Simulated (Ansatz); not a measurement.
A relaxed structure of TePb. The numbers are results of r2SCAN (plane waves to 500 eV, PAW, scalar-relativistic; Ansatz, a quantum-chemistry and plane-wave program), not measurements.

```xyz
2
Lattice="-2.3106 3.2667 2.3097 2.3106 -3.2667 2.3097 2.3106 3.2667 -2.3097" Properties=species:S:1:pos:R:3 pbc="T T T"
Te     0.0000     3.2667     1.1349
Pb     0.0000     0.0000     1.1332
```

### Question
Find the space group and the Wyckoff positions (tolerance 0.01 Å).

### Answer
Space group Fm-3m (No. 225); a = b = c = 6.534 Å, α = β = γ = 90.00°

```json
[
 {"atom": "Te", "site": "4b", "symmetry": "m-3m", "x": "0.5000", "y": "0.5000", "z": "0.5000"},
 {"atom": "Pb", "site": "4a", "symmetry": "m-3m", "x": "0.0000", "y": "0.0000", "z": "0.0000"}
]
```

This is the rock salt type.

### Question
Give the shortest distances between elements (the closest pairs, up to four, under 3.6 Å).

### Answer
Pb–Te 3.27 Å.

The volume per atom comes out as 34.87 Å³. The band gap is 1.09 eV (no spin-orbit coupling).

No spin polarisation in the result. Spin-orbit coupling is missing; with elements this heavy it can move band edges by tenths of an eV or more.

Measured for TePb: gap 0.19 eV (0 K or low temperature; as listed in arXiv:2302.06325). Computed minus measured — gap: r2SCAN +0.90 eV. The computed values are for a static lattice, and a measured gap can be an optical one, lowered by exciton binding.

It was reached from a disturbed copy of a P4/nmm (No. 129) cell, against which it lies -0.19 eV/atom.
